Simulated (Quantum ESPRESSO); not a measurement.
TiO₂ has the tetragonal space group I4/m (No. 87), Pearson symbol tI24. Cell: a = 8.7015 Å, b = 8.7015 Å, c = 3.7751 Å, α = 90.00°, β = 90.00°, γ = 90.00°. O1 on 8h is surrounded by 2 Ti at 1.952 Å and 2 Ti at 2.211–2.256 Å. O2 on 8h is surrounded by 2 Ti at 1.801–1.814 Å. Ti on 8h sees 2 O at 1.801–1.814 Å and 2 O at 1.952 Å and 2 O at 2.211–2.256 Å. (Neighbours: up to the widest gap in distance over summed covalent radii, below 1.35, at either atom; cation-cation contacts left out.)
(The calculation used a cell of 12 atoms; values per cell refer to that cell.)

The geometry is that of Materials Project entry mp-1101022, symmetrised and not relaxed again.

Problem. What does PBEsol (Quantum ESPRESSO, PseudoDojo norm-conserving, 84 Ry, no spin-orbit coupling) give for the electronic structure near the Fermi level?

Solution. The PBEsol gap is indirect, 1.59 eV, from M to Γ; the smallest direct gap is 2.29 eV. 

This is not the ordinary phase of the substance; no match was found in the copy of COD used, and its stability was not checked.
